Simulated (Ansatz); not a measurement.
This cell of Sc (hcp, Mg type) is off equilibrium:

```xyz
2
Lattice="3.3787 0.0000 0.0000 -1.6893 2.9260 0.0000 0.0000 0.0000 4.8471" Properties=species:S:1:pos:R:3 pbc="T T T"
Sc     0.0000     1.9507     3.6353
Sc     1.6893     0.9753     1.2118
```

These are r2SCAN (plane waves to 500 eV, PAW, scalar-relativistic; Ansatz, a quantum-chemistry and plane-wave program) values and carry that method's errors. k mesh 16×16×9 (Γ-centred), Fermi-Dirac smearing 0.05 eV. E stands for the smeared free energy. Compression counts positive. With partly filled bands, the response to shear is sensitive to the k mesh, so small differences along c/a are uncertain. Sc is run without spin polarisation. Sc was relaxed with its symmetry unable to fall. The PAW data are Ansatz's earlier set.

What is the stress tensor (GPa)?


```
    0.0      0.0      0.0
    0.0      0.0      0.0
    0.0      0.0      6.3
```
The pressure, a third of the trace, is 2.1 GPa.

It is the relaxed cell deformed to V/V₀ = 0.960, (c/a)/(c/a)₀ = 0.920, c along z, fractional positions held. What is its energy relative to the relaxed cell?

32 meV/atom.

(A scan under strain: stresses follow from slopes of the energy per volume, elastic moduli from its curvatures.)
